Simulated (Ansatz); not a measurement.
# zincblende-structured MoS

The computed numbers are results of r²SCAN, scalar-relativistic (collinear spin) in the plane-wave PAW code Ansatz at 500 eV, Γ-centred 12×12×12 mesh, 0.05 eV Gaussian smearing. The datasets are Ansatz's generated set soft_2.

```yaml
crystal:
  lattice:
    - [0.00000, 2.67765, 2.67765]
    - [2.67765, 0.00000, 2.67765]
    - [2.67765, 2.67765, 0.00000]
  atoms:
    - { symbol: Mo, position: [0.00000, 0.00000, 0.00000] }
    - { symbol: S, position: [0.25000, 0.25000, 0.25000] }
```

The structure was built from a prototype; whether the compound forms in it isn't claimed.

Magnetic state: ferromagnetic, site spin moments Mo 0.81 μB.

The run above is the reference. The same cell was run again with other input settings; several of them aren't fit for production, so the rows show the settings' effect and aren't properties of the material.

```tsv
keys changed	outcome	ΔE (meV/atom)	P (GPa)	gap on the mesh (eV)	cell moment (μB)	largest force component (eV/Å)	SCF iterations	rough core-seconds	new warnings
none (reference)	converged	0.0	0.1	metal	1.23	0.000	–	–	–
scf.lower_state_search: "light"; basis.ecutwfc: 500 → "450 eV"	converged	0.9	0.1	metal	1.23	0.000	19	30	cutoff below recommended
hamiltonian.dispersion: "d3bj"	converged	–	-2.1	metal	1.23	0.000	19	28	dispersion damping borrowed
accuracy: "low"	converged	0.0	0.1	metal	1.23	0.000	19	27	–
```

ΔE is the energy with the smearing extrapolated to zero. It is left out where the change alters the Hamiltonian or the spin treatment. The varied runs start from atomic densities (corrected by the program's trained start where that serves), with the default search for lower states unless a row changes it, while the reference went on from a saved state, so a magnet may end in another state whatever the setting.

What happens with these changes: hamiltonian.xc: "r2scan" → "lda"?

outcome converged, P (GPa) -8.7, gap on the mesh (eV) metal, cell moment (μB) 0.00, largest force component (eV/Å) 0.000, SCF iterations 10, rough core-seconds 13, new warnings seeded moment not kept.

The pair part of a dispersion correction pulls inward (a three-body part mostly pushes out), and in metals and ionic crystals with large ions it often overbinds.

3 further runs (cut off, refused for memory, with changed atoms or starts, or in doubt) are left out.

Of the reference: The run wasn't fully tested for a lower electronic state. Site moments are of spin, integrated over atomic spheres. The moments were started parallel, and the real magnetic order may be another.
